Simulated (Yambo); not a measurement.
G0W0@LDA for CsH (rock salt, space group Fm-3m, No. 225) in Yambo (4×4×4 mesh, 10 Ry block, plasmon pole, screening fixed), without a terminator:

```csv
bands N in G,gap L → L (eV),shift of the valence edge (eV)
43,4.097,-1.250
86,4.192,-1.467
141,4.222,-1.538
```

Extrapolate both columns to infinite N with E(N) = E∞ + A/N, test the form, and compare with the terminator.

From two points, E∞ = (N2 E2 − N1 E1)/(N2 − N1). The two largest N give 4.27 eV for the gap and -1.65 eV for the shift; the two smallest give 4.29 eV and -1.68 eV. For the gap the slopes A are -8.2 and -6.6 eV: the form isn't reached, and its limit is uncertain. For the shift the slopes A are 19 and 16 eV: the form isn't reached, and its limit is uncertain. With the Bruneval-Gonze terminator and 141 bands the run gives 4.23 eV and -1.58 eV, 0.04 eV and 0.07 eV from the extrapolated values: the terminator too is an estimate of the remainder. Block, mesh and the bands in W are held fixed.

Geometry of the Materials Project entry, not relaxed at this level; primitive cell a = b = c = 4.513 Å, α = β = γ = 60.00°.

A shift is the quasiparticle energy of the state minus its LDA energy.
